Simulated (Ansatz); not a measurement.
The start is a generated trial cell of TaSi2 in the MoSi2 structure type. Cell shape, volume and atoms are optimised at zero target pressure with PBE (plane waves to 420 eV, PAW, scalar-relativistic; Ansatz, a first-principles code). The first steps use a coarse 10×10×10 k-mesh.

The start:
```
TaSi2
1.0
   -1.63324     1.63324     3.99742
    1.63324    -1.63324     3.99742
    1.63324     1.63324    -3.99742
Ta Si
1 2
Direct
  0.00000   0.00000   0.00000
  0.33530   0.33530   0.00000
  0.66470   0.66470   0.00000
```

Task: How large is the pressure on the unrelaxed cell, and of which sign?

Result: +8 GPa (positive: the cell is compressed).

Task: What is the largest force in the starting geometry, and on which atom (counted from 1)?

Result: About 0.4 eV/Å, on Si2, Si3 (atoms numbered as listed).

Task: How much energy is released per atom?

Result: 0.02 eV/atom.

Task: How does the volume per atom move from start to end?

Result: +3.8 %, from 14.22 to 14.76 Å³/atom.

Task: How do the shortest distances between atoms change?

Result: The closest pairs of elements (up to four, under 3.6 Å), start → end: Si–Si 2.63 → 2.68 Å; Si–Ta 2.66 → 2.70 Å; Ta–Ta 3.27 → 3.28 Å.

Task: What does it relax into? Give the structure.

Result: 
```cif
data_Si4Ta2
_chemical_formula_sum 'Ta2 Si4'
_space_group_name_H-M_alt 'I4/mmm'
_space_group_IT_number 139
_space_group_name_Hall '-I 4 2'
_cell_length_a 3.28319
_cell_length_b 3.28319
_cell_length_c 8.21340
_cell_angle_alpha 90.000
_cell_angle_beta 90.000
_cell_angle_gamma 90.000
loop_
_atom_site_label
_atom_site_type_symbol
_atom_site_symmetry_multiplicity
_atom_site_Wyckoff_symbol
_atom_site_fract_x
_atom_site_fract_y
_atom_site_fract_z
_atom_site_occupancy
Ta1 Ta 2 a 0.00000 0.00000 0.00000 1
Si1 Si 4 e 0.00000 0.00000 0.33163 1
```
(The calculation used a cell of 3 atoms; values per cell refer to that cell.)

The space group stays I4/mmm (No. 139) (the run could not lower it); the end is AFLOW prototype AB2_tI6_139_a_e (C11_b, as in Si2Mo), with 3 atoms in the primitive cell. Final values are on a 20×20×20 k-mesh of the relaxed cell. No spin polarisation in the result. The relaxed primitive cell holds an odd number of electrons. A magnetic state may lie lower.

The run could not lose the symmetry of its start; a randomly shaken copy of 6 atoms returns to this structure.

The relaxed structure here is a generated cell of TaSi2: the first start was made by placing the elements on the sites of a structure type, and the end was not matched to a known phase here, so it may be hypothetical. Known forms of TaSi2 include space group No. 181.
